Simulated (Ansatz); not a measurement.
MgI2:
```
MgI2
1.0
    4.12427     0.00000     0.00000
   -2.06214     3.57173     0.00000
    0.00000     0.00000     6.83210
Mg I
1 2
Direct
  0.00000   0.00000   0.00000
  0.33333   0.66667   0.24550
  0.66667   0.33333   0.75450
```

Relaxed with PBE+D3(BJ). Special points in fractions of this cell's reciprocal vectors: Γ (0.000, 0.000, 0.000); M (0.500, 0.000, 0.000); K (0.333, 0.333, 0.000); A (0.000, 0.000, 0.500); L (0.500, 0.000, 0.500); H (0.333, 0.333, 0.500).

List the band energies nearest the valence-band maximum at these points for PBE+D3(BJ) (plane waves, PAW; program Ansatz).

In eV from the valence-band maximum; about four levels below and three above (degenerate sets whole), none deeper than 8.9 eV; points with the same levels are listed once.

```tsv
k	below	above
Γ	-0.43 -0.43 -0.04 -0.04 0.00	3.77 4.82 6.78 6.78
M	-1.94 -1.38 -0.96 -0.45	3.67 5.34 5.46
K	-2.40 -2.40 -1.94 -1.30 -1.30	3.86 7.38 7.38
A	-0.32 -0.32 -0.16 -0.16	4.77 4.92 6.59 6.59
L	-1.19 -1.15 -0.84 -0.72	3.56 5.18 5.65
H	-2.82 -2.82 -2.28 -0.56 -0.56	4.84 5.72 5.72
```

Space group P-3m1 (CdI2 type). The cell was relaxed with PBE+D3(BJ) under the symmetry of its start; phonons on a q-mesh show no instability. Scalar-relativistic: spin–orbit coupling is off unless named, which matters more the heavier the elements.

Potentials: the later of the program's two PAW sets.
